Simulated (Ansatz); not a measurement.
Problem. Tl (hcp (Mg type), P6_3/mmc) is relaxed with PBE+D3(BJ) in the plane-wave PAW code Ansatz. What lattice parameters of the conventional cell result?

Solution. a = 3.494 Å, c = 5.589 Å.

The cell was relaxed with PBE+D3(BJ) under the symmetry of its start. The pairwise dispersion correction was not fitted to metals. Axis ratios of metals converge slowly with the k-mesh, so a and c are less sure than the volume. Spin–orbit coupling is left out wherever it is not named.

Potentials: the earlier of the program's two PAW sets.
